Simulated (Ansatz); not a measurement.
**Response properties of Pt (Fm-3m)**

The conventional cell has a = 3.919 Å, b = 3.919 Å, c = 3.919 Å, α = 90.00°, β = 90.00°, γ = 90.00°. Around Pt (atom 1) lie 12 Pt at 2.77 Å.

Ansatz runs use the cell relaxed by PAW under their functional.

What do its conduction electrons give? (PBEsol, all-electron LAPW in Ansatz 0.2.0, scalar-relativistic; a = 3.919 Å; k mesh 18×18×18, fine mesh 24×24×24, Fermi-Dirac smearing of 0.080 eV, basis error target 1 meV/atom)

Fermi-surface sums: N(E_F) = 2.03 states/eV/atom, ħω_p (r.m.s. of x, y, z) = 8.9 eV, Fermi speed = 0.40×10⁶ m/s.

How stiff is it? (PBEsol, PAW on Ansatz 0.2.0's default frozen-core files (fitted under PBE), scalar-relativistic; a = 3.920 Å; k mesh 24×24×24, strains of ±0.005, Fermi-Dirac smearing of 0.100 eV, cutoff 420 eV)

Elastic moduli (Hill averages, relaxed ions; θ_D from sound speeds over directions): B = 286 GPa, G = 72.5 GPa, C11 = 358 GPa, C44 = 88.2 GPa, ν = 0.383, θ_D = 249 K.

How does it vibrate? (PBEsol, PAW on Ansatz 0.2.0's default frozen-core files (fitted under PBE), scalar-relativistic; a = 3.920 Å; k mesh 20×20×20, Fermi-Dirac smearing of 0.100 eV, cutoff 420 eV; q mesh 4×4×4)

Harmonic phonons by finite displacements (negative means unstable): highest mode = 197 cm⁻¹, lowest at L = 94.8 cm⁻¹, lowest at X = 129 cm⁻¹, lowest at W = 113 cm⁻¹, Grüneisen γ (heat-capacity mean at 300 K) = 2.72.

Does the elastic Debye temperature match the top of the phonon spectrum?

k_Bθ_D corresponds to 173 cm⁻¹, against a highest mode of 197 cm⁻¹ on the mesh, a ratio of 0.88. The Debye cutoff comes from sound speeds alone and needn't equal it.

Keep in mind: no spin-orbit coupling on heavy atoms; large density of states at the Fermi level, a magnetic or distorted state may lie lower (Fermi surface); these sums move with the mesh, by several per cent and more for small sheets (Fermi surface); frozen-core PAW files fitted under PBE, their cores solved anew for the functional of the run (moduli, phonons); responses of metals move with mesh and smearing (moduli, phonons).
